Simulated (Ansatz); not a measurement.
CaHN: strain energy, fitted

CaHN, I4mm, a = 3.522 Å, c = 5.658 Å. The structure is a Materials Project entry; whether it is the stable form wasn't checked. Ansatz: r2SCAN, PAW, 500 eV, Γ-centred 6×6×4 mesh on 6 atoms, Gaussian smearing 0.02 eV; no spin polarisation. Series: uniaxial strain along a, with b, c and atoms relaxed; x is the strain in per cent. y is the free energy over the unstrained cell, V0 = 11.699 Å³/atom.

```
x (%) y (meV/atom)
 -4.5             ?
 -3.0          5.86
 -1.5          1.44
  0.0          0.00
  1.5          1.35
  3.0          5.27
  4.5         11.55
```

Fit y = c2 x² + c3 x³ to the other rows, turn c2 into a modulus, and predict the missing energy.

Least squares on the rows shown. y = 0.6188 x² − 0.01079 x³. In eV per unit strain² c2 is 6.188; this is Young's modulus along the axis (E = ½ Y V0 ε²): 2 × 6.188 × 160.2 / (11.699) = 169 GPa. At x = -4.5 the fit asked for gives 13.51 meV/atom. The run gave 13.51 meV/atom, the same to the digits shown.